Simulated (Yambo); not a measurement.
```
SnO
1.0
    3.84176     0.00000     0.00000
    0.00000     3.84176     0.00000
    0.00000     0.00000    15.30000
O Sn
2 2
Direct
  0.00000   0.50000   0.00000
  0.50000   0.00000   0.00000
  0.00000   0.00000   0.07527
  0.50000   0.50000   0.92473
```

Response from Yambo on norm-conserving PBE (stringent potentials; Quantum ESPRESSO, 102 Ry, scalar-relativistic) bands: 18×18×1 mesh, 69 bands, 2 Ry local-field block, 0.2 eV broadening.

### Question
Give the static in-plane polarisability without and with local fields.

### Answer
```json
[
 {"field along": "x", "α(0), independent particles (Å)": "2.14", "α(0), RPA with local fields (Å)": "1.74", "screening length 2πα (Å)": "10.9"}
]
```
Electronic (clamped-ion) response only. PBE gaps are usually too small, which raises these values. Convergence of the RPA response with its 18×18×1 mesh was not tested.

Spin-orbit coupling is not included.

Geometry strained from the cell relaxed with PBEsol, atoms relaxed again.

This is a model layer cut from the bulk structure; whether it is stable on its own was not checked.
